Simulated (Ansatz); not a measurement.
NaCl:
```cif
data_ClNa
_chemical_formula_sum 'Na1 Cl1'
_space_group_name_H-M_alt 'Pm-3m'
_space_group_IT_number 221
_space_group_name_Hall '-P 4 2 3'
_cell_length_a 3.46045
_cell_length_b 3.46045
_cell_length_c 3.46045
_cell_angle_alpha 90.000
_cell_angle_beta 90.000
_cell_angle_gamma 90.000
loop_
_atom_site_label
_atom_site_type_symbol
_atom_site_symmetry_multiplicity
_atom_site_Wyckoff_symbol
_atom_site_fract_x
_atom_site_fract_y
_atom_site_fract_z
_atom_site_occupancy
Na1 Na 1 a 0.00000 0.00000 0.00000 1
Cl1 Cl 1 b 0.50000 0.50000 0.50000 1
```

Relaxed with r²SCAN. The program Ansatz at the r²SCAN level (PAW) gives a gap of 4.91 eV.

Problem. What gap does HSE06 give on the same cell (Ansatz, PAW)?

Solution. 5.42 eV, 0.51 eV more. The hybrid was solved on a coarser mesh and at special points; its gap is the smallest among all of these.

```csv
k,v1 r²SCAN,c1 r²SCAN,v1 HSE06,c1 HSE06
Γ,-0.54,4.91,-0.56,5.42
R,-2.01,7.71,[?],[?]
M,0.00,6.21,[?],[?]
X,-0.28,7.80,[?],[?]
```

Problem. Top valence (v1) and lowest conduction level (c1) in eV from each method's valence maximum (which need not be a listed point): supply the withheld HSE06 values.

Solution. 
- R, v1 HSE06: -2.12
- R, c1 HSE06: 8.43
- M, v1 HSE06: 0.00
- M, c1 HSE06: 6.84
- X, v1 HSE06: -0.30
- X, c1 HSE06: 8.39

Cost on shared cores: the r²SCAN run (SCF on a 8×8×8 mesh, then bands and DOS) about 25 core-seconds (a rough figure), the HSE06 run (SCF on 6×6×6, then a few points) roughly 70 core-seconds; the tasks are unlike.

This is a known high-pressure phase of the composition, computed here at zero pressure and temperature. The cell was relaxed with r²SCAN under the symmetry of its start; of distortions, only those at the zone centre were tested.

Potentials: the earlier of the program's two PAW sets.
